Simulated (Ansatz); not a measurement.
LiCl (wurtzite, P6_3mc), r²SCAN in the plane-wave PAW code Ansatz. The conduction-band minimum lies at Γ, with 1 equivalent valley. Second derivatives d²E/dk² of the lowest band at one valley (eV·Å²), along Cartesian directions:

| direction | d²E/dk² |
|---|---|
| [100] | 14.64 |
| [010] | 14.64 |
| [001] | 14.90 |
| [110] | 14.64 |
| [101] | 14.77 |
| [011] | 14.77 |

Problem. Find the principal effective masses, the density-of-states mass and the conductivity mass.

Solution. Off-diagonal terms follow from H_xy = H[110] − (H_xx + H_yy)/2, and m*/mₑ = 7.620 eV·Å² over each eigenvalue: 0.51, 0.52, 0.52. One valley's DOS mass (m₁m₂m₃)^(1/3) = 0.52, conductivity mass 3/(Σ 1/mᵢ) = 0.52 mₑ.

Problem. What effective density of states Nc follows at 300 K for parabolic valleys?

Solution. Nc = 2.509e19 × 1 × (0.52)^(3/2) ≈ 9.4e18 cm⁻³.

Problem. With the computed static dielectric constant 4.45 (mean of the diagonal), estimate a hydrogenic donor's binding energy and radius.

Solution. E = 13.606 eV × 0.52/4.45² ≈ 360 meV; a = 0.529 Å × ε/m* ≈ 4.5 Å. Semilocal masses tend to be too small where the gap is.

The workflow started from a Materials Project entry (that database holds measured and hypothetical structures alike); the Crystallography Open Database copy checked does not list it. It is not the phase usual at ambient conditions (space group No. 225). Symmetry was held in the r²SCAN relaxation; of distortions, only those at the zone centre were tested.

Potentials: the later of the program's two PAW sets.
